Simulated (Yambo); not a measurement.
G0W0@PBEsol for AgBr (rock salt, space group Fm-3m, No. 225) in Yambo. Reference settings: 4×4×4 Γ-centred k mesh, bands 5 to 114 and a 10 Ry block in the screening, 114 bands in G with the Bruneval-Gonze terminator, plasmon pole fitted at 27.2 eV. The PBEsol gap L → Γ on this mesh is 0.50 eV; G0W0 gaps are taken between the same points.

```tsv
change from the reference	G0W0 gap L → Γ (eV)	shift of the valence edge (eV)
reference settings	1.78	-0.90
61 bands in W, 61 bands in G, 8 Ry block	1.79	-0.76
86 bands in W, 86 bands in G, 4 Ry block, no terminator	1.63	-0.61
27 bands in W, 27 bands in G, 4 Ry block, no terminator	[?]	-0.27
exchange cut at 20 Ry	1.23	-0.25
2×2×2 mesh	1.84	-0.82
43 bands in W, 43 bands in G, 6 Ry block	1.81	-0.64
8 Ry block	1.76	-0.87
```

Question: Estimate the withheld gaps from the other rows; the computed values follow.

Answer: 
- 27 bands in W, 27 bands in G, 4 Ry block, no terminator, G0W0 gap L → Γ (eV): 1.94

The reference isn't shown to be the converged limit.

Spin-orbit coupling is not included.

Geometry relaxed with PBEsol; primitive cell a = 4.0128 Å, b = 4.0128 Å, c = 4.0128 Å, α = 60.00°, β = 60.00°, γ = 60.00°.

A shift is the quasiparticle energy of the state minus its PBEsol energy.
